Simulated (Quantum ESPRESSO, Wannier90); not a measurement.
# Tight-binding from DFT: BeTe (zinc blende)

Cell from Materials Project (mp-252), symmetrised, no further relaxation. COD (Crystallography Open Database) has an entry of this formula and space group (matched by these alone). Method: PBEsol plane waves in Quantum ESPRESSO 7.5 (PseudoDojo norm-conserving files, 71 Ry, spinors with spin-orbit coupling), Bloch states on a 8×8×8 mesh through Γ, Wannier90 4.0.1. Density: 10×10×10 mesh, cold smearing 0.01 Ry.

On the energy scale of pw.x, whose zero is arbitrary, the valence-band maximum lies at 7.72 eV.

Input w.win:

```
num_bands = 8
num_wann = 8
exclude_bands = 1-12,21-42
spinors = true
num_iter = 800
conv_tol = 1.0e-6
conv_window = 4
write_hr = true
write_u_matrices = true
auto_projections = true
begin unit_cell_cart
ang
    0.0000000000    2.8314600000    2.8314600000
    2.8314600000    0.0000000000    2.8314600000
    2.8314600000    2.8314600000    0.0000000000
end unit_cell_cart
begin atoms_frac
Be   0.0000000000  0.0000000000  0.0000000000
Te   0.2500000000  0.2500000000  0.2500000000
end atoms_frac
mp_grid = 8 8 8
begin kpoints
0.0000000000 0.0000000000 0.0000000000
0.0000000000 0.0000000000 0.1250000000
0.0000000000 0.0000000000 0.2500000000
... (509 more lines: the 8x8x8 mesh through Gamma)
end kpoints
```

Input of pw2wannier90.x that gives the overlap and projection files (equivalent; here they were cut from one run over all bands):

```
&inputpp
  outdir = './out'
  prefix = 'pwscf'
  seedname = 'w'
  write_amn = .true.
  write_mmn = .true.
  scdm_proj = .true.
  scdm_entanglement = 'isolated'
/
```

Output w.wout (banner and timings cut):

```
                                    ------
                                    SYSTEM
                                    ------

                              Lattice Vectors (Ang)
                    a_1     0.000000   2.831460   2.831460
                    a_2     2.831460   0.000000   2.831460
                    a_3     2.831460   2.831460   0.000000

                   Unit Cell Volume:      45.40057  (Ang^3)

                        Reciprocal-Space Vectors (Ang^-1)
                    b_1    -1.109531   1.109531   1.109531
                    b_2     1.109531  -1.109531   1.109531
                    b_3     1.109531   1.109531  -1.109531

 *----------------------------------------------------------------------------*
 |   Site       Fractional Coordinate          Cartesian Coordinate (Ang)     |
 +----------------------------------------------------------------------------+
 | be   1   0.00000   0.00000   0.00000   |    0.00000   0.00000   0.00000    |
 | te   1   0.25000   0.25000   0.25000   |    1.41573   1.41573   1.41573    |
 *----------------------------------------------------------------------------*
                                ------------
                                K-POINT GRID
                                ------------

             Grid size =  8 x  8 x  8      Total points =  512

 *---------------------------------- MAIN ------------------------------------*
 |  Number of Wannier Functions               :                 8             |
 |  Number of Objective Wannier Functions     :                 8             |
 |  Number of input Bloch states              :                 8             |
 |  Output verbosity (1=low, 5=high)          :                 1             |
 |  Timing Level (1=low, 5=high)              :                 1             |
 |  Optimisation (0=memory, 3=speed)          :                 3             |
 |  Length Unit                               :               Ang             |
 |  Post-processing setup (write *.nnkp)      :                 F             |
 |  Using Gamma-only branch of algorithms     :                 F             |
 *----------------------------------------------------------------------------*
 *------------------------------- WANNIERISE ---------------------------------*
 |  Total number of iterations                :               800             |
 |  Number of CG steps before reset           :                 5             |
 |  Trial step length for line search         :             2.000             |
 |  Convergence tolerence                     :         0.100E-05             |
 |  Convergence window                        :                 4             |
 |  Iterations between writing output         :                 1             |
 |  Iterations between backing up to disk     :               100             |
 |  Write r^2_nm to file                      :                 F             |
 |  Write xyz WF centres to file              :                 F             |
 |  Write on-site energies <0n|H|0n> to file  :                 F             |
 |  Use guiding centre to control phases      :                 F             |
 |  Use phases for initial projections        :                 F             |
 *----------------------------------------------------------------------------*
 *-------------------------------- PLOTTING ----------------------------------*
 |  Plotting Hamiltonian in WF basis          :                 T             |
 *----------------------------------------------------------------------------*

 *---------------------------------- K-MESH ----------------------------------*
 +----------------------------------------------------------------------------+
 |                    Distance to Nearest-Neighbour Shells                    |
 |                    ------------------------------------                    |
 |          Shell             Distance (Ang^-1)          Multiplicity         |
 |          -----             -----------------          ------------         |
 |             1                   0.240221                      8            |
 |             2                   0.277383                      6            |
 |             3                   0.392278                     12            |
 |             4                   0.459987                     24            |
 |             5                   0.480441                      8            |
 |             6                   0.554766                      6            |
 |             7                   0.604542                     24            |
 |             8                   0.620247                     24            |
       ... (lines left out)
 +----------------------------------------------------------------------------+
 | The b-vectors are chosen automatically                                     |
 | The following shells are used:                       1                     |
 +----------------------------------------------------------------------------+
 |                        Shell   # Nearest-Neighbours                        |
 |                        -----   --------------------                        |
 |                          1               8                                 |
 +----------------------------------------------------------------------------+
 | Completeness relation is fully satisfied [Eq. (B1), PRB 56, 12847 (1997)]  |
 +----------------------------------------------------------------------------+
 |                  b_k Vectors (Ang^-1) and Weights (Ang^2)                  |
 |                  ----------------------------------------                  |
 |            No.         b_k(x)      b_k(y)      b_k(z)        w_b           |
 |            ---        --------------------------------     --------        |
 |             1         0.138691    0.138691   -0.138691     6.498470        |
 |             2         0.138691   -0.138691    0.138691     6.498470        |
 |             3        -0.138691    0.138691    0.138691     6.498470        |
 |             4         0.138691    0.138691    0.138691     6.498470        |
 |             5        -0.138691   -0.138691    0.138691     6.498470        |
 |             6        -0.138691    0.138691   -0.138691     6.498470        |
 |             7         0.138691   -0.138691   -0.138691     6.498470        |
 |             8        -0.138691   -0.138691   -0.138691     6.498470        |
 +----------------------------------------------------------------------------+
 |                           b_k Directions (Ang^-1)                          |
 |                           -----------------------                          |
 |            No.           x           y           z                         |
 |            ---        --------------------------------                     |
 |             1         0.138691    0.138691   -0.138691                     |
 |             2         0.138691   -0.138691    0.138691                     |
 |             3        -0.138691    0.138691    0.138691                     |
 |             4         0.138691    0.138691    0.138691                     |
 +----------------------------------------------------------------------------+

 Starting a new Wannier90 calculation ...

 Reading overlaps from w.mmn

 Reading projections from w.amn

 *------------------------------- WANNIERISE ---------------------------------*
 +--------------------------------------------------------------------+<-- CONV
 | Iter  Delta Spread     RMS Gradient      Spread (Ang^2)            |<-- CONV
 +--------------------------------------------------------------------+<-- CONV

 ------------------------------------------------------------------------------
 Initial State
  WF centre and spread    1  (  1.091060,  1.035549,  1.044783 )     3.98052141
  WF centre and spread    2  ( -0.970163, -1.003812,  0.961542 )     3.55833417
  WF centre and spread    3  ( -1.033461,  0.962330, -0.881975 )     5.45419333
  WF centre and spread    4  (  1.051907, -1.134615, -1.019073 )    12.53304710
  WF centre and spread    5  ( -0.421490, -0.462764,  0.737887 )    19.35780701
  WF centre and spread    6  (  0.735365,  0.791145,  1.364193 )    12.00112000
  WF centre and spread    7  (  1.466399,  1.379983,  1.925048 )     7.78262181
  WF centre and spread    8  (  1.220197,  1.618589,  1.447626 )    12.55059666
  Sum of centres and spreads (  3.139814,  3.186405,  5.580031 )    77.21824151

      0     0.772E+02     0.0000000000       77.2182415056  <-- CONV
        O_D=     14.0993418 O_OD=     48.9940057 O_TOT=     77.2182415 <-- SPRD
 ------------------------------------------------------------------------------
      1    -0.729E+01     3.2407758576       69.9239076190  <-- CONV
        O_D=      9.7463350 O_OD=     46.0526786 O_TOT=     69.9239076 <-- SPRD
      2    -0.803E-01     6.6904725853       69.8435842710  <-- CONV
        O_D=      9.6804791 O_OD=     46.0382111 O_TOT=     69.8435843 <-- SPRD
      3    -0.995E+00     2.3735696582       68.8487368239  <-- CONV
        O_D=      9.2401698 O_OD=     45.4836730 O_TOT=     68.8487368 <-- SPRD
      4    -0.736E+01     1.9236323388       61.4839048910  <-- CONV
        O_D=      7.3302573 O_OD=     40.0287535 O_TOT=     61.4839049 <-- SPRD
      5    -0.356E+01     1.8190989365       57.9284411955  <-- CONV
        O_D=      6.3678478 O_OD=     37.4356993 O_TOT=     57.9284412 <-- SPRD
       ... (lines left out)
    100    -0.652E-06     0.0005849696       15.6194814925  <-- CONV
        O_D=      0.0023562 O_OD=      1.4922313 O_TOT=     15.6194815 <-- SPRD
    101    -0.511E-06     0.0004582111       15.6194809819  <-- CONV
        O_D=      0.0023563 O_OD=      1.4922306 O_TOT=     15.6194810 <-- SPRD
    102    -0.450E-06     0.0006091942       15.6194805318  <-- CONV
        O_D=      0.0023562 O_OD=      1.4922303 O_TOT=     15.6194805 <-- SPRD
    103    -0.489E-06     0.0004165399       15.6194800426  <-- CONV
        O_D=      0.0023562 O_OD=      1.4922298 O_TOT=     15.6194800 <-- SPRD
             <<<     Delta < 1.000E-06  over  4 iterations     >>>
             <<< Wannierisation convergence criteria satisfied >>>
 Final State
  WF centre and spread    1  (  0.925782,  0.925959,  0.925771 )     1.95235858
  WF centre and spread    2  ( -0.925870, -0.925760,  0.925880 )     1.95241868
  WF centre and spread    3  ( -0.925774,  0.925684, -0.926058 )     1.95250100
  WF centre and spread    4  (  0.925949, -0.925962, -0.925588 )     1.95247249
  WF centre and spread    5  ( -1.905783, -1.905454,  0.925821 )     1.95241857
  WF centre and spread    6  (  1.905452,  1.905831,  0.925873 )     1.95251885
  WF centre and spread    7  (  1.905769,  0.925696,  1.905345 )     1.95234523
  WF centre and spread    8  (  0.925937,  1.905469,  1.905876 )     1.95244665
  Sum of centres and spreads (  2.831461,  2.831462,  5.662921 )    15.61948004

         Spreads (Ang^2)       Omega I      =    14.124894032
        ================       Omega D      =     0.002356200
                               Omega OD     =     1.492229810
    Final Spread (Ang^2)       Omega Total  =    15.619480043
```
